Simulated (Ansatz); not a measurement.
Structure relaxation, Fe

The start is a generated cell, Fe placed in the bcc structure type. The structure is fully relaxed (lattice and positions, P = 0) with PBE (plane waves to 420 eV, PAW, scalar-relativistic; Ansatz, a program for electronic structure). The first steps use a coarse 16×16×16 k-mesh.

Starting cell:
```
Fe
1.0
   -1.43500     1.43500     1.43500
    1.43500    -1.43500     1.43500
    1.43500     1.43500    -1.43500
Fe
1
Direct
  0.00000   0.00000   0.00000
```
Spin-polarised start, with parallel moments on Fe.

Outcome: The space group stays Im-3m (No. 229) (the run could not lower it); the end is bcc (W type), with 1 atom in the primitive magnetic cell
Energy released: 0.01 eV/atom
Shortest distances (start → end): The closest pairs of elements (up to four, under 3.6 Å), start → end: Fe–Fe 2.49 → 2.45 Å
Band gap at the end: zero (metallic)
Optimiser moves: 6

Relaxed structure:

Space group Im-3m (No. 229); a = b = c = 2.832 Å, α = β = γ = 90.00°

| atom | site | symmetry | x | y | z |
|---|---|---|---|---|---|
| Fe | 2a | m-3m | 0.0000 | 0.0000 | 0.0000 |
(The calculation used a cell of 1 atom; values per cell refer to that cell.)

Final values are on a 23×23×23 k-mesh of the relaxed cell. Spin state reached: ferromagnetic (net 2.17 μB/atom), from parallel starting moments; other spin orders were not run from this start.

The run could not lose the symmetry of its start; a randomly shaken copy of 2 atoms returns to this structure.
